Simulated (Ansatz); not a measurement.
K₂MgH₄: computed property card

K2MgH4:
```cif
data_H8K4Mg2
_chemical_formula_sum 'K4 Mg2 H8'
_space_group_name_H-M_alt 'I4/mmm'
_space_group_IT_number 139
_space_group_name_Hall '-I 4 2'
_cell_length_a 4.02156
_cell_length_b 4.02156
_cell_length_c 13.55917
_cell_angle_alpha 90.000
_cell_angle_beta 90.000
_cell_angle_gamma 90.000
loop_
_atom_site_label
_atom_site_type_symbol
_atom_site_symmetry_multiplicity
_atom_site_Wyckoff_symbol
_atom_site_fract_x
_atom_site_fract_y
_atom_site_fract_z
_atom_site_occupancy
K1 K 4 e 0.00000 0.00000 0.35622 1
Mg1 Mg 2 a 0.00000 0.00000 0.00000 1
H1 H 4 c 0.00000 0.50000 0.00000 1
H2 H 4 e 0.00000 0.00000 0.14765 1
```
(The calculation used a cell of 7 atoms; values per cell refer to that cell.)

Space group I4/mmm (No. 139); conventional cell a = b = 4.0216 Å, c = 13.5592 Å, α = β = γ = 90.00°.

Method: plane-wave PAW HSE06 (Ansatz code). Structure relaxed to zero pressure with the same functional. Other levels are named where they apply.

Cell and energy:

Volume per atom: 15.66 Å³
Density: 1.61 g/cm³

Electronic structure:

- Band gap: 4.50 eV (indirect)
- Valence-band maximum: at Γ
- Conduction-band minimum: on the Γ–X line, 57 % of the way from Γ (4 equivalent valleys)
- Smallest direct gap on the standard path: 4.96 eV

Mechanics:

Bulk modulus (Birch–Murnaghan fit): 22.9 GPa
Pressure derivative B′: 5.2

Charges:

* **Bader charges**: K +0.78, Mg +1.63, H -0.81 to -0.79 e

The first step of the workflow began from a Materials Project structure, measured or hypothetical; the Crystallography Open Database files this formula in space group No. 139, but the cells were not matched. Whether it is the stable phase at ambient conditions was not checked. Symmetry was held in the HSE06 relaxation; whether a distortion lowers the energy is not shown. The hybrid was solved on a coarse mesh, the path and, where they were found, the r²SCAN edge points; its band edges are the extreme levels among these.

Potentials: the later of the program's two PAW sets.
